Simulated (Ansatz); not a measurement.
Density of states of a GeSbTe₃ cell (a random packing of atoms, relaxed), per eV and atom, broadened by Gaussian smearing of width 0.1 eV and averaged over bins of 0.2 eV, from 8 eV under the Fermi level at most up to where the solved bands end.

All numbers below come from DFT PBE, scalar-relativistic, plane waves, PAW (Ansatz 0.2.0).

Settings: cutoff 420 eV, Γ-centred mesh 3×4×4 on the computed 15-atom cell, Gaussian smearing of 0.10 eV; no spin polarisation.

```yaml
crystal:
  lattice:
    - [8.23675, -0.17545, 0.15975]
    - [-0.18813, 8.21372, -0.56138]
    - [0.14485, -0.51176, 7.93860]
  atoms:
    - { symbol: Ge, position: [0.76751, 0.59304, 0.91338] }
    - { symbol: Ge, position: [0.61754, 0.93005, 0.20636] }
    - { symbol: Ge, position: [0.24978, 0.31157, 0.38054] }
    - { symbol: Sb, position: [0.08059, 0.73216, 0.59315] }
    - { symbol: Sb, position: [0.43417, 0.54213, 0.67365] }
    - { symbol: Sb, position: [0.75915, 0.29726, 0.28801] }
    - { symbol: Te, position: [0.74865, 0.81721, 0.67705] }
    - { symbol: Te, position: [0.01618, 0.05535, 0.36945] }
    - { symbol: Te, position: [0.38826, 0.90185, 0.97401] }
    - { symbol: Te, position: [0.08446, 0.45484, 0.77829] }
    - { symbol: Te, position: [0.05357, 0.53604, 0.26672] }
    - { symbol: Te, position: [0.40935, 0.24555, 0.05381] }
    - { symbol: Te, position: [0.65118, 0.28252, 0.63299] }
    - { symbol: Te, position: [0.56216, 0.59757, 0.25935] }
    - { symbol: Te, position: [0.90239, 0.92673, 0.01298] }
```

```csv
E − E_F (eV),total,Te 5p,Sb 5p,Ge 4p,Ge 4s
-7.95,0.167,0.030,0.006,0.001,0.089
-7.75,0.507,0.088,0.015,0.003,0.272
-7.55,0.556,0.102,0.017,0.003,0.290
-7.35,0.612,0.112,0.015,0.004,0.293
-7.15,0.152,0.027,0.003,0.001,0.071
-6.95,0.002,0.000,0.000,0.000,0.001
-6.75,0.000,0.000,0.000,0.000,0.000
-6.55,0.000,0.000,0.000,0.000,0.000
-6.35,0.000,0.000,0.000,0.000,0.000
-6.15,0.000,0.000,0.000,0.000,0.000
-5.95,0.000,0.000,0.000,0.000,0.000
-5.75,0.000,0.000,0.000,0.000,0.000
-5.55,0.000,0.000,0.000,0.000,0.000
-5.35,0.000,0.000,0.000,0.000,0.000
-5.15,0.000,0.000,0.000,0.000,0.000
-4.95,0.059,0.035,0.013,0.009,0.001
-4.75,0.566,0.341,0.128,0.072,0.006
-4.55,0.742,0.455,0.168,0.084,0.010
-4.35,0.576,0.358,0.121,0.069,0.005
-4.15,0.613,0.383,0.127,0.070,0.007
-3.95,0.627,0.378,0.136,0.074,0.009
-3.75,0.684,0.415,0.141,0.082,0.012
-3.55,0.718,0.447,0.133,0.090,0.011
-3.35,0.691,0.431,0.127,0.085,0.009
-3.15,0.866,0.536,0.160,0.106,0.014
-2.95,0.691,0.433,0.117,0.090,0.014
-2.75,0.778,0.499,0.123,0.104,0.015
-2.55,0.815,0.524,0.119,0.116,0.014
-2.35,0.847,0.553,0.116,0.120,0.015
-2.15,0.765,0.497,0.110,0.105,0.012
-1.95,0.828,0.549,0.107,0.107,0.018
-1.75,0.814,0.562,0.090,0.095,0.022
-1.55,0.852,0.616,0.089,0.083,0.021
-1.35,0.812,0.617,0.068,0.063,0.023
-1.15,0.781,0.605,0.056,0.055,0.023
-0.95,0.850,0.665,0.065,0.052,0.024
-0.75,0.860,0.671,0.060,0.052,0.031
-0.55,0.648,0.519,0.035,0.036,0.022
-0.35,0.231,0.166,0.024,0.018,0.012
-0.15,0.212,0.109,0.053,0.024,0.011
0.05,0.289,0.146,0.088,0.025,0.013
0.25,0.124,0.063,0.040,0.008,0.005
0.45,0.339,0.135,0.104,0.063,0.005
0.65,0.591,0.240,0.178,0.106,0.010
0.85,0.590,0.256,0.176,0.094,0.008
1.05,0.678,0.316,0.192,0.099,0.007
1.25,0.782,0.378,0.207,0.117,0.008
```

The columns after the total are the largest Löwdin projections on the valence shells of the potentials, so they needn't add up, and the weight of a shell that a potential lacks goes to other orbitals. The cell has no gap on the mesh.

The relaxation stopped before its thresholds.

The k mesh is coarse. Spin-orbit coupling is left out, which matters for the bands of heavy elements.

Cost: 2 runs of about 37 core-minutes in all (earlier runs that led there not counted), on Intel Xeon Processor @ 2.50GHz (Skylake/Cascade Lake) (shared hosts).